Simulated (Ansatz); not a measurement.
MgS, DFT, LDA, all-electron LAPW, scalar-relativistic (Ansatz 0.2.0), run on 1 thread of Arm Neoverse V2 on a shared host.

The cell comes from COD entry 9008672, which wasn't checked; take it as a given geometry. The listed cell was then made from it by scaling, straining or moving an atom.

Command: `ansatz run input.yaml --threads 1 --pin off --max-ram 3072MiB --backend cpu --events-out ev --progress --plain --runs-dir out`

```yaml
crystal:
  lattice:
    - [0.0, 2.6526756994, 2.6526756994]
    - [2.6526756994, 0.0, 2.6526756994]
    - [2.6526756994, 2.6526756994, 0.0]
  atoms:
    - { symbol: Mg, position: [0.0, 0.0, 0.0] }
    - { symbol: S, position: [0.5, 0.5, 0.5] }
kpoints:
  mp_grid: { grid: [8, 8, 8] }
  band_path:
    path:
      - [0.0, 0.0, 0.0]
      - [0.5, 0.0, 0.5]
      - [0.625, 0.25, 0.625]
      - [0.375, 0.375, 0.75]
      - [0.0, 0.0, 0.0]
      - [0.5, 0.5, 0.5]
      - [0.5, 0.25, 0.75]
      - [0.5, 0.0, 0.5]
    npoints: 5
scf:
  occupations: { method: fermi_dirac, width: 0.01 }
hamiltonian:
  xc: lda
  pseudopotentials: { kind: all_electron, lapw: { basis_error: 0.00025 } }
output:
  forces: true
  stress: true
  eigenvalues: true
```

(1) How large is the problem that the program sets up?

(2) Estimate the wall time and the peak memory.

Results:

(1) 29 irreducible k-points, 259 plane waves at Γ, 16 bands.

(2) 5.3 s of wall time for 6 SCF iterations, with a peak of 0.24 GiB. Times on shared machines scatter by tens of per cent.
